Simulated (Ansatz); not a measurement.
Theory: DFT PBE, scalar-relativistic, plane waves, PAW (Ansatz 0.2.0). All cells share a 420 eV cutoff and Γ-centred k meshes spaced at most about 0.3 Å⁻¹ (about 0.25 or finer for metals, 2π included). No spin polarisation in the final relaxations.

Temperature and zero-point effects are left out.

Compare these two cells of Ga2BSb3, each relaxed at this level.

1. Space group P-6m2 (No. 187), hexagonal, a = 5.132 Å, c = 5.951 Å. Ga has 1 Ga at 2.76 Å, 1 Ga at 3.19 Å, 3 B at 3.27 Å and 9 Sb at 3.27–3.37 Å; around B lie 5 Sb at 2.96–2.98 Å and 6 Ga at 3.27 Å; Sb on its first site has 3 Sb at 2.96 Å, 2 B at 2.98 Å and 6 Ga at 3.37 Å; Sb on its second site has 3 B at 2.96 Å, 2 Sb at 2.98 Å and 6 Ga at 3.27 Å; Sb on its third site has 5 Sb at 2.96–2.98 Å and 6 Ga at 3.37 Å.

2. Space group P6/mmm (No. 191), hexagonal, a = 6.233 Å, c = 4.869 Å. Around Ga lie 6 Sb at 3.03 Å, 3 B at 3.60 Å and 3 Ga at 3.60 Å; B has 6 Ga at 3.60 Å and 12 Sb at 3.95 Å (long contacts); around Sb lie 4 Ga at 3.03 Å, 4 Sb at 3.12 Å and 4 B at 3.95 Å.

Question: Which is lower in energy, and by how much?

Answer: Cell 1 is lower, by 0.32 eV/atom. Cell 1 has space group P-6m2 (No. 187), 22.6 Å³/atom and no gap on its mesh; cell 2 has space group P6/mmm (No. 191), 27.3 Å³/atom and no gap. The shortest distance is 2.76 Å (Ga–Ga) in cell 1 and 3.03 Å (Ga–Sb) in cell 2. Cell 1 holds Sb–Sb bonds in all directions (shortest 2.96 Å); in cell 2 the shortest Sb–Sb distance is 3.12 Å, near bonding range too. The denser one is the lower, and pressure would at first widen the difference. Even the lower one lies +0.68 eV/atom against the reference forms of the elements (uncorrected), so neither is stable at this level. Both come from invented guesses. A third cell relaxed alike, in P4/mmm, lies 128 meV/atom below the lower of the two.

Spin–orbit coupling, which can matter for Sb, is left out. Cells relaxed within their symmetry can be saddle points.
